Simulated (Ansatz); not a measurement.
Ansatz (an electronic-structure program) input:

Ansatz 0.2 input:
```yaml
crystal:
  lattice:
    - [0.0, 2.732135014, 2.732135014]
    - [2.732135014, 0.0, 2.732135014]
    - [2.732135014, 2.732135014, 0.0]
  atoms:
    - { symbol: Na, position: [0.0, 0.0, 0.0] }
    - { symbol: Cl, position: [0.5, 0.5, 0.5] }
kpoints:
  mp_grid: { grid: [9, 9, 9] }
hamiltonian:
  xc: lda
  pseudopotentials: { azcp: { folder: ./paw }, kind: paw }
scf:
  occupations: { method: fixed }
phonons:
  method: dfpt
  response_accuracy: low
  eigenvectors: true
  rigid_motions: translations
  dielectric: true
  raman: true
```

Output (shortened):

```
Pseudopotential: Na, paw, valence charge 9
Pseudopotential: Cl, paw, valence charge 7
Functional definition: SPW92
Crystal: 2 atoms, lattice volume = 40.788 Å³
Basis set: ecut = 420 eV, 821 PW (Γ), exchange–correlation on 54×54×54 points (8 copies of the dense FFT grid, shifted against one another)
Bands: 12, of which v1, the nominal top of the filled ones, is band 8 counted from 1 (7 counted from 0)
Symmetry: 48 space group operations
k-points: 75 of 729 (irreducible under 8 space group operations, time reversal used)
SCF iter   1: F=—  HF=-2515.300353 eV  |F-HF|=—  |Δ(HF+E_count)|=         —  Δρ=7.39e-2  dr2=1.91e0  ethr=3.10e-3  ⟨swp⟩=4.7  Hψ=5229  notcnv=0  defer=140
preconditioner: auto → none
SCF iter   2: F=—  HF=-2514.373669 eV  |F-HF|=—  |Δ(HF+E_count)|=   9.27e-1  Δρ=1.51e-2  dr2=1.05e-1  ethr=3.10e-3  ⟨swp⟩=3.0  Hψ=2607  notcnv=0  defer=97
SCF iter   3: F=—  HF=-2514.337877 eV  |F-HF|=—  |Δ(HF+E_count)|=   3.58e-2  Δρ=5.71e-3  dr2=1.28e-2  ethr=6.59e-4  ⟨swp⟩=2.9  Hψ=1513  notcnv=0  defer=143
SCF iter   4: F=—  HF=-2514.333550 eV  |F-HF|=—  |Δ(HF+E_count)|=   4.33e-3  Δρ=1.21e-3  dr2=8.10e-4  ethr=8.00e-5  ⟨swp⟩=2.9  Hψ=1741  notcnv=0  defer=147
SCF iter   5: F=—  HF=-2514.333435 eV  |F-HF|=—  |Δ(HF+E_count)|=   1.15e-4  Δρ=1.30e-4  dr2=4.24e-6  ethr=5.06e-6  ⟨swp⟩=2.3  Hψ=1437  notcnv=0  defer=147
SCF iter   6: F=—  HF=-2514.333443 eV  |F-HF|=—  |Δ(HF+E_count)|=   8.39e-6  Δρ=1.51e-5  dr2=5.54e-8  ethr=2.65e-8  ⟨swp⟩=2.8  Hψ=1458  notcnv=0  defer=28
SCF iter   7: F=—  HF=-2514.333441 eV  |F-HF|=—  |Δ(HF+E_count)|=   2.21e-6  Δρ=1.06e-6  dr2=8.89e-11  ethr=1.00e-12  ⟨swp⟩=8.4  Hψ=7366  notcnv=0
SCF iter   8: F=-2514.333441 eV  HF=-2514.333441 eV  |F-HF|=4.55e-13  |Δ(HF+E_count)|=  1.38e-10  Δρ=5.66e-8  dr2=7.34e-13  ethr=1.00e-12  ⟨swp⟩=4.5  Hψ=4132  notcnv=0
SCF 1 converged in 8 iterations: F = -2514.333441 eV  dr2 = 7.34e-13
NSCF: frozen V_eff on 5 k-points
DFPT response loops at Γ: preconditioner auto → none (the input reference at scf.mixing.eps_inf says where Resta's filter doesn't serve); β = 0.50 …
── the response to a field inside a basis, on 10×10×10 k-points: an SCF that follows is theirs, and a resumed run solves both again ──
Crystal: 2 atoms, lattice volume = 40.788 Å³
Bands: 9, of which v1, the nominal top of the filled ones, is band 8 counted from 1 (7 counted from 0)
k-points: 110 of 1000 (irreducible under 12 space group operations)
SCF iter   1: F=—  HF=-2514.332134 eV  |F-HF|=—  |Δ(HF+E_count)|=         —  Δρ=8.28e-5  dr2=3.86e-7  ethr=1.00e-1
preconditioner: auto → none
SCF iter   2: F=—  HF=-2514.332134 eV  |F-HF|=—  |Δ(HF+E_count)|=   1.80e-7  Δρ=3.97e-5  dr2=8.78e-8  ethr=2.41e-9
SCF iter   3: F=—  HF=-2514.332134 eV  |F-HF|=—  |Δ(HF+E_count)|=   7.13e-8  Δρ=5.09e-6  dr2=5.65e-9  ethr=5.48e-10
SCF iter   4: F=-2514.332134 eV  HF=-2514.332134 eV  |F-HF|=8.19e-12  |Δ(HF+E_count)|=   1.69e-9  Δρ=3.65e-7  dr2=3.15e-11  ethr=3.53e-11
SCF 1 converged in 4 iterations: F = -2514.332134 eV  dr2 = 3.15e-11
DFPT response loops at Γ: mixed as the last ones told, above
DFPT response loops at Γ: mixed as the last ones told, above
DFPT response loops at Γ: mixed as the last ones told, above
SCF converged after 8 iterations
Free energy (F): -2514.333441 eV
Harris-Foulkes:  -2514.333441 eV  (|F-HF|=4.55e-13)
Internal energy: -2514.333441 eV  (E = F + TS)
E sigma→0 (E₀):  -2514.333441 eV
Fermi energy:    1.568168 eV
--- Per-component energies (eV) ---
  E_band       = -225.976104
  E_kinetic    = 267.264084
  E_local      = -1631.071292  (includes V_loc(G=0)·N_el)
  E_nonlocal   = 311.986013
  E_hartree    = 546.613148
  E_xc         = -143.403521
  E_vxc        = -164.384319  (∫ρ·V_xc dr)
  E_paw        = -899.793209  (= ΣΔE_a)
  E_vpaw       = -102.997031  (= ΣTr[D̂ρ^β])
  E_aug_tail   = 0.000142  (compensation charges beyond the density's cutoff)
  E_ewald      = -966.260188
  E_core_change = 0.331382  (= ΣΔE_core)
  E_smearing   =  0.000000  (= −TS)
  E_closure    = 0.000000  (closes the sum)
  Σ components = -2514.333441   (vs F -2514.333441, Δ=0.00e0)
  [band-id]    e_kinetic+e_local+e_nonlocal+2·e_hartree+e_vxc+e_vpaw+e_augmentation_tail = -225.976107   (vs E_band -225.976104, Δ=-2.96e-6)
--- Band table (eV; the first three rows and the last of 75) ---
  k-point 0: bands = ["-46.5776", "-19.0845", "-19.0845", "-19.0845", "-11.2744", "1.5682", "1.5682", "1.5682", "6.6446", "12.3976", "12.3976", "12.3976"]
  k-point 1: bands = ["-46.5775", "-19.0903", "-19.0849", "-19.0849", "-11.2237", "1.1987", "1.5266", "1.5266", "7.0943", "11.9515", "12.5750", "12.5750"]
  k-point 2: bands = ["-46.5770", "-19.1047", "-19.0859", "-19.0859", "-11.0914", "0.4301", "1.4246", "1.4246", "7.9850", "11.4616", "12.7812", "12.7812"]
  k-point 74: bands = ["-46.5757", "-19.1111", "-19.1049", "-19.0985", "-10.7380", "-0.0454", "0.2547", "0.7260", "10.4187", "10.8295", "11.2649", "13.3064"]
--- Phonons (Γ-DFPT): 2 representative perturbations + reference, on 75 of 729 k-points (Σ response iterations 5) ---
  ASR residual: 7.937e-5 → 0.000e0 eV/Å²; symmetrization residual: 4.005e-5 eV/Å²
  ASR residual per site (eV/Å²): 5.32e-5 7.94e-5
  Γ frequencies (cm⁻¹): 0.00 0.00 0.00 188.36 188.36 188.36
  ε∞ (high-frequency dielectric tensor):
        2.667515     0.000000     0.000000
        0.000000     2.667515     0.000000
        0.000000     0.000000     2.667515
  ε⁰ (static dielectric tensor: ions relaxed, cell fixed):
        5.466343     0.000000     0.000000
        0.000000     5.466343     0.000000
        0.000000     0.000000     5.466343
  ε⁰ − ε∞ (ionic part):
        2.798829     0.000000     0.000000
        0.000000     2.798829     0.000000
        0.000000     0.000000     2.798829
  softest optical mode at Γ: 188.36 cm⁻¹; the repairs (sum rule, projections) moved no ω² at Γ by more than (1.86 cm⁻¹)²
  Born effective charges Z* (e; rows j = field, columns β = displacement):
    site 0:
         1.07143    0.00000    0.00000
         0.00000    1.07143    0.00000
         0.00000    0.00000    1.07143
    site 1:
        -1.07143    0.00000    0.00000
         0.00000   -1.07143    0.00000
         0.00000    0.00000   -1.07143
  Z* charge neutrality: 3.826e-5 e pre-enforcement
  k-mesh period / interband length: 34.8 Å / 1.36 Å = 25.64 at k = (0.0000, 0.0000, 0.0000), direct gap 5.076 eV — 14 or more, which is no proof of convergence
  Raman tensors (in the event stream and the table raman_tensors.tsv) …
  optical modes at Γ without the LO–TO term, one row a degenerate level:
      ω (cm⁻¹)  modes    IR ((D/Å)²/amu)  static Raman (Å⁴/amu)  depolarisation
        188.36      3             5.6973                 0.0000               —
  optical modes at Γ + LO–TO along q̂ = [1.0000, 0.0000, 0.0000]:
      ω (cm⁻¹)  modes    IR ((D/Å)²/amu)  static Raman (Å⁴/amu)  depolarisation
        188.36      2             3.7982                 0.0000               —
        269.65      1             1.8991                 0.0000               —
  optical modes at Γ + LO–TO along q̂ = [0.0000, 1.0000, 0.0000]:
      ω (cm⁻¹)  modes    IR ((D/Å)²/amu)  static Raman (Å⁴/amu)  depolarisation
        188.36      2             3.7982                 0.0000               —
        269.65      1             1.8991                 0.0000               —
  optical modes at Γ + LO–TO along q̂ = [0.0000, 0.0000, 1.0000]:
      ω (cm⁻¹)  modes    IR ((D/Å)²/amu)  static Raman (Å⁴/amu)  depolarisation
        188.36      2             3.7982                 0.0000               —
        269.65      1             1.8991                 0.0000               —
```

Cost: about 4 core-minutes (a rough figure) on shared cores.

Space group Fm-3m (rock salt). The cell was relaxed with LDA under the symmetry of its start; phonons on a q-mesh show no instability.

Potentials: the earlier of the program's two PAW sets.

Ansatz is a plane-wave DFT program.
